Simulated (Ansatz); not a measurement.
TiPt:
```yaml
crystal:
  lattice:
    - [3.14100, 0.00000, 0.00000]
    - [0.00000, 3.14100, 0.00000]
    - [0.00000, 0.00000, 3.14100]
  atoms:
    - { symbol: Pt, position: [0.00000, 0.00000, 0.00000] }
    - { symbol: Ti, position: [0.50000, 0.50000, 0.50000] }
```

Relaxed with PBEsol. Special points in fractions of this cell's reciprocal vectors: Γ (0.000, 0.000, 0.000); X (0.000, 0.500, 0.000); M (0.500, 0.500, 0.000); R (0.500, 0.500, 0.500).

Problem. List the band energies nearest the Fermi level at these points for PBEsol in the plane-wave PAW code Ansatz.

Solution. In eV from the Fermi level; about four levels below and three above (degenerate sets whole), none deeper than 8.9 eV; points with the same levels are listed once.

| k | below | above |
|---|---|---|
| Γ | -5.93 -5.93 -3.11 -3.11 -3.11 | 0.67 0.67 2.37 2.37 2.37 |
| X | -3.53 -3.53 -2.52 -1.14 -0.69 | 0.15 0.15 1.42 |
| M | -4.40 -4.40 -1.51 -0.87 | 0.01 0.01 1.08 |
| R | -2.09 -2.09 -2.09 -1.44 -1.44 | 2.34 2.34 4.12 |

Space group Pm-3m (CsCl type). The workflow started from an entry of the Crystallography Open Database (COD). Whether it is the stable phase at ambient conditions was not checked. The cell was relaxed with PBEsol under the symmetry of its start. At this level the phase is mechanically unstable. No spin polarisation was allowed. Spin–orbit coupling is left out wherever it is not named.

Potentials: the later of the program's two PAW sets.
